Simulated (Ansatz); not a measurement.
NbCd$_{3}$ (Cu3Au type, Pm-3m) under volume change, the program Ansatz at the r²SCAN level (PAW), scaled uniformly.

```json
[
 {"V (Å³/atom)": "17.735", "E − E(relaxed) (meV/atom)": "62.2", "P (GPa)": "12.46"},
 {"V (Å³/atom)": "18.320", "E − E(relaxed) (meV/atom)": "25.9", "P (GPa)": "7.55"},
 {"V (Å³/atom)": "18.904", "E − E(relaxed) (meV/atom)": "6.1", "P (GPa)": "3.44"},
 {"V (Å³/atom)": "19.489", "E − E(relaxed) (meV/atom)": "0.0", "P (GPa)": "0.00"},
 {"V (Å³/atom)": "20.074", "E − E(relaxed) (meV/atom)": "5.4", "P (GPa)": "-2.87"},
 {"V (Å³/atom)": "20.659", "E − E(relaxed) (meV/atom)": "[?]", "P (GPa)": "[?]"},
 {"V (Å³/atom)": "21.243", "E − E(relaxed) (meV/atom)": "[?]", "P (GPa)": "[?]"}
]
```

**Question.** Complete the blanks.

**Answer.** 
- 21.243, E − E(relaxed) (meV/atom): 43.4
- 21.243, P (GPa): -7.28
- 20.659, E − E(relaxed) (meV/atom): 20.4
- 20.659, P (GPa): -5.28

**Question.** What does a third-order Birch–Murnaghan fit give for V₀, B₀ and B′?

**Answer.** V₀ = 19.49 Å³/atom, B₀ = 105 GPa, B′ = 5.0.

The workflow started from an entry of the Crystallography Open Database (COD). Whether it is the stable phase at ambient conditions was not checked. The r²SCAN relaxation kept the symmetry of its start; its stability against distortions is not shown here. No spin polarisation was allowed.

Potentials: the later of the program's two PAW sets.
